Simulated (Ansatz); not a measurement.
**In₃Bi, one cell by several methods**

```xyz
4
Lattice="6.0525 0.0000 0.0000 0.0000 6.0525 0.0000 0.0000 0.0000 6.0525" Properties=species:S:1:pos:R:3 pbc="T T T"
Bi    0.0000    0.0000    0.0000
In    3.0263    0.0000    0.0000
In    0.0000    3.0263    0.0000
In    0.0000    0.0000    3.0263
```

Atoms are numbered in the order listed.

The cell was built from the ReO3 type and relaxed in the same program, and has space group Pm-3m; it needn't be a known or the stable phase.

No spin–orbit coupling, which matters for the heavy atoms here.

All numbers are computed: DFT, PBEsol, PAW with Ansatz's default frozen-core files, scalar-relativistic (Ansatz 0.2.0); DFT, PBEsol, all-electron PAW with datasets made for the crystal, scalar-relativistic (Ansatz 0.2.0); DFT, PBEsol, all-electron LAPW, scalar-relativistic (Ansatz 0.2.0).

For PAW: a Γ-centred 7×7×7 k mesh, Fermi–Dirac smearing of 0.05 eV, cutoff 420 eV, no spin polarisation; the PAW files were made with PBE, and the program remakes their frozen cores for this functional. The crystal-made all-electron datasets (AE datasets) take a cutoff of 240 eV at this cell. LAPW targets a basis error of 1 meV/atom. The Ansatz runs share mesh, smearing and spin set-up. Plane-wave (PAW) pressures include the program's estimate of the Pulay term.

Stress and pressure are positive in compression.

No spin–orbit coupling: at heavy atoms the gradients can be off by tens of per cent for that reason.

In a metal, gradients converge slowly with the k mesh: the values move by tens of per cent from one mesh to another, at times in sign, so only the comparison on one mesh counts.

Levels count from the Fermi level.

```tsv
quantity	PAW	AE datasets	LAPW
pressure (GPa)	0.00	0.01	0.01
highest filled level at M (eV)	-0.863	-0.863	-0.863
lowest empty level at M (eV)	1.045	1.045	1.045
highest filled level at X (eV)	-3.102	-3.103	-3.103
lowest empty level at X (eV)	0.675	0.675	0.675
highest filled level at R (eV)	-0.702	-0.702	-0.702
lowest empty level at R (eV)	1.763	1.762	1.763
field gradient Vzz at In2 (10²¹ V/m²)	-21.08	-21.27	–
```

PAW's pressure differs from the LAPW value by about 0.01 GPa or less. Datasets made for the crystal and LAPW share parts of one code, so their agreement isn't an independent check.
